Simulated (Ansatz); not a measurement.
SiNi:
Space group Pmmn, origin choice 1 (No. 59); a = 2.989 Å, b = 3.254 Å, c = 4.662 Å, α = 90.00°, β = 90.00°, γ = 90.00°

| atom | site | symmetry | x | y | z |
|---|---|---|---|---|---|
| Si | 2a | mm2 | 0.0000 | 0.0000 | 0.1564 |
| Ni | 2a | mm2 | 0.0000 | 0.0000 | 0.6566 |

Relaxed with r²SCAN.

Task: Tabulate the valence density and the electron localisation function along the shortest Si–Ni contact (2.33 Å), r²SCAN in the plane-wave PAW code Ansatz.

Result: 

```csv
distance from Si (Å),density (e/Å³),ELF
0.23,0.09,0.31
0.35,0.17,0.25
0.47,0.27,0.33
0.58,0.38,0.52
0.70,0.46,0.68
0.82,0.49,0.76
0.93,0.50,0.76
1.05,0.49,0.68
1.16,0.49,0.51
1.28,0.53,0.33
1.40,0.64,0.22
1.51,1.01,0.21
1.63,2.03,0.24
1.75,4.45,0.30
1.86,9.88,0.39
1.98,20.52,0.49
2.10,36.77,0.61
```

The density is the valence pseudo-density with augmentation charge, so density and ELF within about 1 Å of a nucleus are not all-electron values.

The workflow started from a Materials Project entry (that database holds measured and hypothetical structures alike); the Crystallography Open Database copy checked does not list it. It is not the phase usual at ambient conditions (space group No. 62). Symmetry was held in the r²SCAN relaxation; its stability against distortions is not shown here. No spin polarisation was allowed.

Potentials: the later of the program's two PAW sets.
